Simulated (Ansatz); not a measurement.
A structure of Mg2Si relaxed with PBEsol (plane waves to 420 eV, PAW, scalar-relativistic; Ansatz, a first-principles code); single points at other levels follow on the same geometry (Ansatz, PAW; HSE06 at 420 eV on a 6×6×6 k-mesh; no spin-orbit coupling). Space group Fm-3m (No. 225).

```
Mg2Si
1.0
    0.00000     3.16233     3.16233
    3.16233     0.00000     3.16233
    3.16233     3.16233     0.00000
Mg Si
2 1
Direct
  0.75000   0.75000   0.75000
  0.25000   0.25000   0.25000
  0.00000   0.00000   0.00000
```

| level | gap (eV) | kind | conduction minimum |
|---|---|---|---|
| PBEsol | 0.12 | indirect | X |
| HSE06 | 0.56 | – | X |

HSE06 gaps come from a coarse mesh plus a few chosen points, so they may be too large. No spin polarisation in the result.

The run could not lose the symmetry of its start.

All atoms sit on sites fixed by symmetry, so only the cell could relax.

The first start was generated by a random draw of sites in a space group. A measured structure of Mg2Si has the same space group, Fm-3m (No. 225); the sites were not compared with it.
